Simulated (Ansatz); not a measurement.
### Question
Each is relaxed and computed with plane-wave PAW PBE (Ansatz code). Which is the only metal?
(A) Re2B, P6_3/mmc (B on 2c, Re on 2a, Re on 2d)
(B) BP, zinc blende
(C) AlBN2, chalcopyrite
(D) SiB12C2, R-3m (B on 18h, B on 18h, C on 6c, Si on 3b)

### Answer
A, Re2B, P6_3/mmc (B on 2c, Re on 2a, Re on 2d). Re2B: metal; BP: gap 1.25 eV (indirect); AlBN2: gap 2.89 eV (direct); SiB12C2: gap 1.61 eV (indirect). Constructed cells (a structure type filled with these elements, in neither database checked): Re2B, P6_3/mmc (B on 2c, Re on 2a, Re on 2d). Typed or built starts, not in the databases checked: AlBN2, chalcopyrite; SiB12C2, R-3m (B on 18h, B on 18h, C on 6c, Si on 3b). All cells were relaxed under the symmetry of their starts (and spin orders); stability against distortions was not tested throughout. Rows with no word on spin ran without spin polarisation. Scalar-relativistic: spin–orbit coupling is off unless named, which matters more the heavier the elements.

Potentials: the earlier of the program's two PAW sets.
